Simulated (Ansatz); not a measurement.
Here is the system:

ZrTa:
```yaml
crystal:
  lattice:
    - [3.39646, 0.00000, 0.00000]
    - [0.00000, 3.39646, 0.00000]
    - [0.00000, 0.00000, 3.39646]
  atoms:
    - { symbol: Ta, position: [0.00000, 0.00000, 0.00000] }
    - { symbol: Zr, position: [0.50000, 0.50000, 0.50000] }
```

This is the PBEsol-relaxed structure.

Q: All from DFT-PBEsol in the program Ansatz with PAW potentials, unless another level is named. Give the density of states at the Fermi level.

A: 2.2 states/eV per atom (mean over ±0.08 eV).

Q: Predict the formation energy from the elements (no fitted shifts).

A: 0.20 eV/atom.

Space group Pm-3m (CsCl type). The start of the workflow was typed in or built on a structure type; neither database checked (COD, Materials Project) lists it. Whether it is the stable phase at ambient conditions was not checked. The cell was relaxed with PBEsol under the symmetry of its start; whether a distortion lowers the energy is not shown. No spin polarisation was allowed. Its formation energy is positive at this level, so the cell may be metastable or incomplete. The references are the lowest solids computed at this level, not always the standard phases. Spin–orbit coupling is left out wherever it is not named.

Potentials: the later of the program's two PAW sets.
